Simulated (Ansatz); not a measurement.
Si₂MoN₄:
```
Si2MoN4
1.0
    2.89201     0.00000     0.00000
   -1.44601     2.50456     0.00000
    0.00000     0.00000    20.66621
Mo N Si
2 8 4
Direct
  0.33333   0.66667   0.25000
  0.66667   0.33333   0.75000
  0.66667   0.33333   0.31015
  0.33333   0.66667   0.81015
  0.33333   0.66667   0.68985
  0.66667   0.33333   0.18985
  0.00000   0.00000   0.41893
  0.00000   0.00000   0.91893
  0.00000   0.00000   0.58107
  0.00000   0.00000   0.08107
  0.66667   0.33333   0.39430
  0.33333   0.66667   0.89430
  0.33333   0.66667   0.60570
  0.66667   0.33333   0.10570
```

Relaxed with PBE+D3(BJ).

Task: Which orbitals make up the states near the band edges in the program Ansatz at the PBE+D3(BJ) level (PAW)?

Result: Top 1 eV of the valence band: Mo 4d 68 %, N 2p 28 %. Bottom 1 eV of the conduction band: Mo 4d 56 %, N 2p 26 %, Si 3p 8 %. Projections are on Löwdin-orthogonalised atomic valence shells; empty p or d shells of many metals are not among them.

Task: Tabulate the density of states.

Result: States/eV per cell of 14 atoms, in 0.25 eV bins, energy from the valence-band maximum.

```tsv
E (eV)	total	N 2p	Mo 4d	Si 3p
-7.85	1.48	0.87	0.04	0.34
-7.60	1.75	1.04	0.06	0.40
-7.35	7.81	4.52	1.38	1.24
-7.10	4.23	2.60	0.51	0.77
-6.85	2.11	1.33	0.13	0.38
-6.60	4.55	2.77	0.78	0.61
-6.35	5.84	3.63	0.82	0.87
-6.10	9.35	5.94	1.21	1.46
-5.85	9.56	6.36	1.14	1.45
-5.60	6.86	4.96	0.47	0.94
-5.35	9.07	6.60	0.69	1.19
-5.10	12.16	8.40	1.66	1.33
-4.85	8.90	6.10	1.29	0.98
-4.60	5.22	3.66	0.80	0.49
-4.35	4.87	3.49	0.82	0.37
-4.10	4.38	3.17	0.84	0.21
-3.85	5.74	4.16	1.09	0.20
-3.60	7.34	5.26	1.52	0.19
-3.35	7.45	5.64	1.16	0.18
-3.10	10.86	8.32	1.64	0.23
-2.85	8.54	6.47	1.47	0.13
-2.60	6.93	5.48	0.98	0.08
-2.35	10.07	8.64	0.76	0.14
-2.10	8.18	7.34	0.36	0.09
-1.85	1.11	1.04	0.02	0.01
-1.60	0.00	0.00	0.00	0.00
-1.35	4.83	0.89	3.70	0.07
-1.10	5.22	1.34	3.59	0.05
-0.85	2.88	0.81	1.96	0.02
-0.60	1.83	0.53	1.25	0.01
-0.35	0.83	0.23	0.56	0.00
-0.10	0.41	0.11	0.26	0.00
0.15	0.00	0.00	0.00	0.00
0.40	0.00	0.00	0.00	0.00
0.65	0.00	0.00	0.00	0.00
0.90	0.00	0.00	0.00	0.00
1.15	0.00	0.00	0.00	0.00
1.40	0.00	0.00	0.00	0.00
1.65	0.00	0.00	0.00	0.00
1.90	0.70	0.11	0.56	0.00
2.15	0.95	0.16	0.75	0.01
2.40	2.08	0.33	1.26	0.24
2.65	15.13	4.38	7.92	1.28
2.90	7.03	1.20	3.82	1.06
3.15	7.39	1.08	4.15	1.02
3.40	6.48	1.00	3.32	0.93
3.65	6.32	1.05	3.15	0.92
3.90	5.49	0.92	2.53	0.87
4.15	3.61	0.78	1.22	0.76
4.40	5.04	1.15	1.57	1.13
4.65	8.97	2.11	3.12	1.49
4.90	9.61	2.45	2.83	1.84
5.15	7.68	1.89	1.34	2.06
5.40	5.70	1.31	0.82	1.62
5.65	3.84	1.03	0.71	1.03
5.90	0.05	0.00	0.00	0.00
6.15	0.77	0.10	0.01	0.23
6.40	2.63	0.36	0.04	0.90
```

Space group P6_3/mmc. The start of the workflow was typed in or built on a structure type; neither database checked (COD, Materials Project) lists it. Its standing as an ambient phase is unchecked. The cell was relaxed with PBE+D3(BJ) under the symmetry of its start; its stability against distortions is not shown here. The workflow began spin-polarised and lost its moments. Spin–orbit coupling is left out wherever it is not named.

Potentials: the earlier of the program's two PAW sets.
